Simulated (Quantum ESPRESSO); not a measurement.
InGa3P4, convergence and cost over cutoff and k mesh

Simulated, not a measurement. The program is pw.x of Quantum ESPRESSO 7.5 (plane-wave density functional theory). The cell is made up: 8 atoms on a zincblende/diamond lattice, with randomly drawn elements, strain and displacements, not relaxed. PseudoDojo standard norm-conserving files (v0.5 for PBE, v0.4.1 for LDA and PBEsol) set the functional; there is no spin polarisation, spin-orbit coupling or dispersion term, and the masses in the input are unused placeholders.

Input of the run in row 4:

```
&control calculation='scf', pseudo_dir='./dojo.nc.sr.pbe.v0_5.standard.upf', outdir='./o', disk_io='medium', tprnfor=.true., tstress=.true. /
&system ibrav=0, nat=8, ntyp=3, nbnd=42, ecutwfc=79.96652505, nosym=.true., tot_charge=0,
 occupations='smearing', smearing='fd', degauss=0.0018374661
/
&electrons conv_thr=7.350e-09, electron_maxstep=60, /
ATOMIC_SPECIES
Ga 1.0 Ga.upf
In 1.0 In.upf
P 1.0 P.upf
CELL_PARAMETERS angstrom
5.4903 0.0 0.0
0.0 5.4903 0.0
0.0 0.0 5.4903
ATOMIC_POSITIONS angstrom
In 0.0081 0.0397 0.0001
Ga 0.005 2.7111 2.7219
Ga 2.7334 0.0511 2.7498
Ga 2.75 2.722 0.014
P 1.3535 1.4344 1.401
P 1.3379 4.1179 4.0829
P 4.1292 1.3673 4.0835
P 4.1504 4.128 1.3893
K_POINTS automatic
4 4 4 1 1 1
```

The same cell was run at these settings. Meshes are shifted by half a step, and differences are from the last row, which is itself not exact.

| cutoff (eV) | k mesh | k points solved | threshold (eV) | free energy less the last row's (eV) | pressure (GPa) | largest stress difference (GPa) | largest force difference (eV/Å) | iterations | wall time (s) | k-point pools | processor |
| --- | --- | --- | --- | --- | --- | --- | --- | --- | --- | --- | --- |
| 762 | 2 x 2 x 2 | 4 | 1e-04 | 5.474 | -35.51 | 42.51 | 0.028 | 7 | 44 | 1 | AMD EPYC, Zen 5 class |
| 1088 | 2 x 2 x 2 | 4 | 1e-07 | 0.498 | 7.32 | 0.33 | 0.012 | 10 | 83 | 1 | AMD EPYC, Zen 5 class |
| 545 | 4 x 4 x 4 | 32 | 1e-07 | 106.920 | -406.80 | 413.81 | 0.038 | 11 | 192 | 1 | AMD EPYC, Zen 5 class |
| 1088 | 4 x 4 x 4 | 32 | 1e-07 | 0.009 | 6.97 | 0.02 | 0.001 | 10 | 413 | 1 | AMD EPYC, Zen 5 class |
| 1377 | 6 x 6 x 6 | 108 | 1e-07 | 0.000 | 6.99 | 0.00 | 0.000 | 10 | 234 | 4 | AMD EPYC, Zen 5 class |

Each pool is one process. Wall times include start-up and a band step at six k points, which weighs most on the coarsest meshes. The runs were on shared virtual cores whose load varied, so times are rough.